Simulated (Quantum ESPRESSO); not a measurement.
Computed NMR tensors in BaTe

```xyz
2
Lattice="0.0000 3.4930 3.4930 3.4930 0.0000 3.4930 3.4930 3.4930 0.0000" Properties=species:S:1:pos:R:3 pbc="T T T"
Ba     0.0000     0.0000     0.0000
Te     3.4930     3.4930     3.4930
```
The cell was made here from an entry of the Crystallography Open Database (unchecked): atoms relaxed with PBE in the measured cell (PBE without dispersion, pw.x of a modified build of Quantum ESPRESSO, symmetry kept).  Stability against distortions was not tested.

Shieldings are absolute and leave out the bulk-susceptibility term; a larger σ means a smaller chemical shift. By our sweeps, such settings leave a few ppm in absolute σ on light atoms and up to some 20 ppm from Zn on. No spin–orbit coupling; Ba is the heaviest element present. The datasets of Te hold no d projectors, which limits absolute σ on these atoms.

Task: What do the calculations give at each independent site (shieldings by PBE GIPAW (Quantum ESPRESSO, JTH PAW datasets), 20 Ha, k-mesh 6×6×6 shifted, f-sum rule met within 0.013 %)?

Result: 
```
site         site symmetry  σ_iso (ppm)
-----------  -------------  -----------
Ba (atom 1)           m-3m         4360
Te (atom 2)           m-3m         2313
```
